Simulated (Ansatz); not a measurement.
Here is the system:

ZnInGaO₄:
```yaml
crystal:
  lattice:
    - [1.65523, 0.95565, 8.58873]
    - [-1.65523, 0.95565, 8.58873]
    - [0.00000, -1.91130, 8.58873]
  atoms:
    - { symbol: In, position: [0.99693, 0.99693, 0.99693] }
    - { symbol: Ga, position: [0.21289, 0.21289, 0.21289] }
    - { symbol: Zn, position: [0.78125, 0.78125, 0.78125] }
    - { symbol: O, position: [0.13652, 0.13652, 0.13652] }
    - { symbol: O, position: [0.87897, 0.87897, 0.87897] }
    - { symbol: O, position: [0.28863, 0.28863, 0.28863] }
    - { symbol: O, position: [0.70480, 0.70480, 0.70480] }
```

This is the r²SCAN-relaxed structure.

**Question.** All from r²SCAN in the plane-wave PAW code Ansatz, unless another level is named. Estimate the band gap.

**Answer.** 1.77 eV (direct).

**Question.** And the electron effective mass?

**Answer.** 0.22 mₑ (isotropic).

**Question.** What about the gap with spin–orbit coupling?

**Answer.** 1.74 eV.

**Question.** What about the weight of the valence-edge state by species (Voronoi cells)?

**Answer.** O 68 %, Zn 30 %.

**Question.** Predict the valence-band maximum.

**Answer.** at Γ.

Space group R3m. The cell was relaxed with r²SCAN under the symmetry of its start. Spin–orbit coupling is left out wherever it is not named.

Potentials: the later of the program's two PAW sets.
